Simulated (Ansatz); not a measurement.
Sn (beta-Sn type, space group I4_1/amd)

```yaml
crystal:
  lattice:
    - [-2.97350, 2.97350, 1.60615]
    - [2.97350, -2.97350, 1.60615]
    - [2.97350, 2.97350, -1.60615]
  atoms:
    - { symbol: Sn, position: [0.75000, 0.25000, 0.50000] }
    - { symbol: Sn, position: [0.00000, 0.00000, 0.00000] }
```

The volume is varied about the relaxed value V₀ at fixed cell shape. Symmetry pins the atoms to their sites.

These are PBE (plane waves to 420 eV, PAW, scalar-relativistic; Ansatz, a program for electronic structure) values and carry that method's errors. k mesh 16×16×16 (Γ-centred), Fermi-Dirac smearing 0.05 eV. Energies are smeared free energies. Stress and pressure are positive under compression. With the shape held, the modulus is that of even scaling; a crystal free to change shape is softer. Sn was relaxed with its symmetry unable to fall. The zero of ΔE is the relaxed starting cell. The last digit holds for this mesh only.

```csv
V (Å³/atom),ΔE (meV/atom)
23.858,151.5
24.767,90.1
25.676,47.2
26.585,19.6
27.493,4.6
28.402,0.0
29.311,4.0
30.220,15.2
31.129,32.4
32.038,withheld
32.947,80.8
```

Fit a third-order Birch-Murnaghan form (E₀, V₀, B₀, B₀′ free) to the given rows and predict ΔE at V = 32.038.

Least squares on the 10 given rows: ΔE = E₀ + (9V₀B₀/16)·y²·[2 + (B₀′ − 4)y], y = (V₀/V)^(2/3) − 1, with V₀ = 28.403 Å³/atom, B₀ = 47.54 GPa (160.2 GPa = 1 eV/Å³; the term in eV is multiplied by 1000), B₀′ = 4.83, E₀ = -0.05 meV/atom; root-mean-square residual 0.04 meV/atom. At 32.038 the fit gives 54.6 meV/atom; the calculation gives 54.5 meV/atom, so the interpolation is off by 0.1 (+0.2 %). For the pressure the fit gives -4.3 GPa against the computed -4.3 GPa.

(Under strain, the slope of the energy per volume gives the stress and its curvature an elastic modulus.)
